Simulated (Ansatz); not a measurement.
Stability checks on a candidate for NaCdIn

It was reached by relaxing an invented guess, and it needn't be the stable form of this composition.

These are results of DFT PBE, scalar-relativistic, plane waves, PAW in Ansatz, not measurements. Plane waves to 420 eV, a 12×12×14 mesh through Γ for the 3-atom cell and 0.10 eV Gaussian smearing; no spin polarisation.

Space group P-6m2 (No. 187). a = 5.139 Å, b = 5.139 Å, c = 3.404 Å, α = 90.00°, β = 90.00°, γ = 120.00°
```
atom  site  symmetry       x       y       z
  Na    1a      -6m2  0.0000  0.0000  0.0000
  Cd    1f      -6m2  0.6667  0.3333  0.5000
  In    1d      -6m2  0.3333  0.6667  0.5000
```

Formation energies are uncorrected and refer to the elements' standard structures at the same level.

Question: These tests were run: energy against the elements; phonons on a 2×2×2 q mesh. What do they show?

Answer:

```
                       test                         result
energy against the elements                  −0.14 eV/atom
  phonons on a 2×2×2 q mesh  no imaginary mode on the mesh
```

It fails none of these tests. Whether a mixture of other phases lies lower isn't tested here.

The run for the phonons used a 12×12×14 k mesh and Fermi–Dirac smearing of 0.15 eV.
